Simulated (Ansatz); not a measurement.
TiTeS:
```
CELL_PARAMETERS angstrom
      3.47866     0.00000     0.00000
     -1.73933     3.01260     0.00000
      0.00000     0.00000     6.07949
ATOMIC_POSITIONS crystal
  Ti 0.33333 0.66667 0.03419
  Te 0.00000 0.00000 0.72559
  S  0.66667 0.33333 0.24022
```

Relaxed with LDA. Special points in fractions of this cell's reciprocal vectors: Γ (0.000, 0.000, 0.000); M (0.500, 0.000, 0.000); K (0.333, 0.333, 0.000); A (0.000, 0.000, 0.500); L (0.500, 0.000, 0.500); H (0.333, 0.333, 0.500).

Question: List the band energies nearest the Fermi level at these points for plane-wave PAW LDA (Ansatz code).

Answer: In eV from the Fermi level; about four levels below and three above (degenerate sets whole), none deeper than 8.9 eV; points with the same levels are listed once.

| k | below | above |
|---|---|---|
| Γ | -5.98 -3.02 -3.02 -0.81 | 0.31 0.31 1.08 |
| M | -3.58 -3.04 -2.62 -0.91 | 0.01 1.35 1.65 |
| K | -4.23 -3.32 -2.97 -2.41 | 1.04 1.23 1.51 |
| A | -4.23 -3.23 -2.99 -2.99 | 0.30 0.30 1.02 1.02 |
| L | -3.11 -1.66 -0.63 -0.19 | 1.36 1.57 3.01 |
| H | -4.26 -3.77 -2.32 -2.20 | 0.87 0.93 1.00 |

Space group P3m1. The workflow started from a Materials Project entry (that database holds measured and hypothetical structures alike); the Crystallography Open Database copy checked does not list it. Its standing as an ambient phase is unchecked. The LDA relaxation kept the symmetry of its start; its stability against distortions is not shown here. No spin polarisation was allowed. A crystal of weakly bound layers computed without a dispersion correction: the cell and the soft elastic constants depend strongly on that. Scalar-relativistic: spin–orbit coupling is off unless named, which matters more the heavier the elements.

Potentials: the later of the program's two PAW sets.
